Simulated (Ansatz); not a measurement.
K$_{2}$TiCl$_{6}$ (space group Fm-3m)

```
CELL_PARAMETERS angstrom
      0.00000     4.86625     4.86625
      4.86625     0.00000     4.86625
      4.86625     4.86625     0.00000
ATOMIC_POSITIONS crystal
  K  0.25000 0.25000 0.25000
  K  0.75000 0.75000 0.75000
  Ti 0.00000 0.00000 0.00000
  Cl 0.76029 0.23971 0.76029
  Cl 0.23971 0.76029 0.23971
  Cl 0.76029 0.23971 0.23971
  Cl 0.23971 0.76029 0.76029
  Cl 0.76029 0.76029 0.23971
  Cl 0.23971 0.23971 0.76029
```

Equation-of-state scan: isotropic scaling of the cell above, V₀ being its volume. The atoms relax within the cell's symmetry.

Computed with PBEsol (plane waves to 420 eV, PAW, scalar-relativistic; Ansatz, a quantum-chemistry and plane-wave program). k mesh 6×6×6 (Γ-centred), Fermi-Dirac smearing 0.05 eV. The energy includes the smearing's −TS. K2TiCl6 is run without spin polarisation. K2TiCl6 was relaxed with its symmetry unable to fall. The zero of ΔE is the relaxed starting cell.

```
V (Å³/atom)  ΔE (meV/atom)
-----------  -------------
21.510                49.5
22.535                24.5
23.559                 9.6
24.583                 2.1
25.608                 0.0
26.632                 1.8
27.656                 6.3
28.681                12.8
29.705                20.6
```

**Question.** What is the fitted pressure derivative B₀′?

**Answer.** 7.2.

**Question.** What bulk modulus B₀ follows from a third-order Birch-Murnaghan fit?

**Answer.** 15.2 GPa. Check by three points about V = 25.608 Å³/atom, step 1.024: d²E/dV² ≈ (2.1 − 2·0.0 + 1.8) meV / 1.024² = 0.00372 eV/Å⁶, and V·d²E/dV² × 160.2 = 15.3 GPa.

(Under strain, the slope of the energy per volume gives the stress and its curvature an elastic modulus.)
